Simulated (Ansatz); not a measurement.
**4 guesses for Al₃Pd and where they end**

Theory: Ansatz 0.2.0, DFT PBE, scalar-relativistic, plane waves, PAW. Settings: cutoff 420 eV, Γ-centred meshes spaced at most about 0.3 Å⁻¹, and about 0.25 Å⁻¹ or finer for metals (2π included), Gaussian smearing. No spin polarisation in the final relaxations.

Each guess was relaxed in cell and atoms at zero pressure, within the symmetry of its start. All energies are static (0 K, no zero-point motion). Coordination counts all near atoms (those within 1.25 times the shortest distance at each site; a plus sign parts nearer from farther groups; a slash parts the counts of unlike sites).

```json
{"guess": "1", "made from": "random cell", "start group": "Immm", "V start (Å³/atom)": "17.1", "end group": "?", "V end (Å³/atom)": "?", "coordination at the end": "?", "gap on mesh (eV)": "?", "E over the lowest end (meV/atom)": "?"}
{"guess": "2", "made from": "a Materials Project cell", "start group": "Pm-3m", "V start (Å³/atom)": "15.4", "end group": "Pm-3m (Cu3Au (L1_2))", "V end (Å³/atom)": "15.5", "coordination at the end": "Al 12, Pd 12", "gap on mesh (eV)": "0", "E over the lowest end (meV/atom)": "0"}
{"guess": "3", "made from": "random cell", "start group": "P6/mmm", "V start (Å³/atom)": "18.0", "end group": "P6/mmm (Li3N)", "V end (Å³/atom)": "21.0", "coordination at the end": "Al 2/6, Pd 8", "gap on mesh (eV)": "0", "E over the lowest end (meV/atom)": "211"}
{"guess": "4", "made from": "random cell", "start group": "P-6m2", "V start (Å³/atom)": "18.5", "end group": "P-6m2", "V end (Å³/atom)": "17.2", "coordination at the end": "Al 2+6/4+6, Pd 6+6", "gap on mesh (eV)": "0", "E over the lowest end (meV/atom)": "106"}
```

Guess 1 as it starts:

```
CELL_PARAMETERS angstrom
-2.32620 2.47902 2.96276
2.32620 -2.47902 2.96276
2.32620 2.47902 -2.96276
ATOMIC_POSITIONS crystal
Al 0.00000 0.00000 0.00000
Al 0.66654 0.66654 0.00000
Al 0.33346 0.33346 0.00000
Pd 0.50000 0.00000 0.50000
```

**Question.** Fill in the missing row: what does this guess relax into, and where does it rank?

**Answer.** It ends in space group Immm (No. 71), with a = 2.801 Å, b = 4.932 Å, c = 10.240 Å, 17.7 Å³/atom and no gap. It lies 174 meV/atom over the lowest end, above guess 4 and below guess 3. Counting all near atoms, this end has Al 2+4/9, Pd 8 and the lowest (guess 2) has Al 12, Pd 12.

```cif
data_structure
_symmetry_space_group_name_H-M 'Immm'
_symmetry_Int_Tables_number 71
_cell_length_a 2.8009
_cell_length_b 4.9316
_cell_length_c 10.2404
_cell_angle_alpha 90.000
_cell_angle_beta 90.000
_cell_angle_gamma 90.000
_cell_volume 141.45
loop_
_atom_site_label
_atom_site_type_symbol
_atom_site_symmetry_multiplicity
_atom_site_Wyckoff_symbol
_atom_site_fract_x
_atom_site_fract_y
_atom_site_fract_z
_atom_site_occupancy
Al1 Al 2 a 0.00000 0.00000 0.00000 1
Al2 Al 4 i 0.00000 0.00000 0.71334 1
Pd1 Pd 2 d 0.00000 0.50000 0.00000 1
```

Formation energies are uncorrected and refer to the elements' standard structures at the same level.

**Question.** Is the lowest end bound against the elements?

**Answer.** Yes: its formation energy is −0.34 eV/atom. Whether it is stable depends on the other phases of the system, which aren't compared here.

Cells relaxed within their symmetry can be saddle points. Some types were kept out of the candidates beforehand, so the set may lack a known form.
